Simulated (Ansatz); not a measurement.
Given:

WS2:
```cif
data_S6W3
_chemical_formula_sum 'W3 S6'
_space_group_name_H-M_alt 'R3m :H'
_space_group_IT_number 160
_space_group_name_Hall 'R 3 -2"'
_cell_length_a 3.13013
_cell_length_b 3.13013
_cell_length_c 18.17804
_cell_angle_alpha 90.000
_cell_angle_beta 90.000
_cell_angle_gamma 120.000
loop_
_atom_site_label
_atom_site_type_symbol
_atom_site_symmetry_multiplicity
_atom_site_Wyckoff_symbol
_atom_site_fract_x
_atom_site_fract_y
_atom_site_fract_z
_atom_site_occupancy
W1 W 3 a 0.00000 0.00000 0.00066 1
S1 S 3 a 0.00000 0.00000 0.41985 1
S2 S 3 a 0.00000 0.00000 0.24819 1
```
(The calculation used a cell of 3 atoms; values per cell refer to that cell.)

This is the LDA-relaxed structure.

All from LDA (plane waves, PAW; program Ansatz), unless another level is named. Predict the smallest direct gap on the standard path.

1.97 eV.

And the band gap?

0.86 eV (indirect).

And the electron effective mass?

0.41, 0.56, 0.56 mₑ (principal values).

The workflow started from a Materials Project entry (that database holds measured and hypothetical structures alike); the Crystallography Open Database files this formula in space group No. 160, but the cells were not matched. It is not the phase usual at ambient conditions (space group No. 194). Symmetry was held in the LDA relaxation; its stability against distortions is not shown here. The run is not spin-polarised. A crystal of weakly bound layers computed without a dispersion correction: the cell and the soft elastic constants depend strongly on that. Spin–orbit coupling is left out wherever it is not named.

Potentials: the earlier of the program's two PAW sets. The files were generated under PBE; for other functionals the program regenerates the frozen cores, and for LDA and PBEsol the local potential too.
